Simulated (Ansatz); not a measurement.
Given:

AlNi3:
```xyz
4
Lattice="0.0000 2.7680 2.7680 2.7680 0.0000 2.7680 2.7680 2.7680 0.0000" Properties=species:S:1:pos:R:3 pbc="T T T"
Al     2.7680     2.7680     2.7680
Ni     1.3840     1.3840     1.3840
Ni     4.1520     4.1520     4.1520
Ni     0.0000     0.0000     0.0000
```

This is the LDA-relaxed structure.

Question: All from the program Ansatz at the LDA level (PAW), unless another level is named. Give the formation energy from the elements (no fitted shifts).

Answer: -0.41 eV/atom.

Question: Give the density of states at the Fermi level.

Answer: 0.58 states/eV per atom (mean over ±0.08 eV).

Space group Fm-3m. The workflow started from a Materials Project entry (that database holds measured and hypothetical structures alike); the Crystallography Open Database copy checked does not list it. With Al and Ni taken as one species the cell has the higher symmetry Im-3m, so it may be an ordered model of a mixed-site phase. It is not the phase usual at ambient conditions (space group No. 221). The LDA relaxation kept the symmetry of its start. At this level the phase is mechanically unstable. The run is not spin-polarised. The references are the lowest solids computed at this level, not always the standard phases.

Potentials: the later of the program's two PAW sets.
